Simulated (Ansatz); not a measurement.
Ni (simple cubic, Pm-3m) under volume change, plane-wave PAW PBE (Ansatz code), scaled uniformly.

| V (Å³/atom) | E − E(relaxed) (meV/atom) | P (GPa) |
|---|---|---|
| 11.483 | 54.4 | 16.92 |
| 11.862 | 22.6 | 10.21 |
| 12.240 | 5.3 | 4.62 |
| 12.619 | 0.0 | 0.00 |
| 12.997 | 4.5 | -3.67 |
| 13.376 | 16.8 | -6.63 |
| 13.755 | 35.6 | -9.22 |

### Question
What does a third-order Birch–Murnaghan fit give for V₀, B₀ and B′?

### Answer
V₀ = 12.62 Å³/atom, B₀ = 137 GPa, B′ = 5.7.

A made-up cell: these elements were put on the sites of a structure type; neither database checked (COD, Materials Project) lists it. It is not the phase usual at ambient conditions (space group No. 225). Symmetry was held in the PBE relaxation. At this level the phase is mechanically unstable. Spin order of the final state: ferromagnetic, chosen from 3 collinear starts compared on coarse meshes (ties went to the first, and starts can fall back to one state), not a proven ground state.

Potentials: the later of the program's two PAW sets.
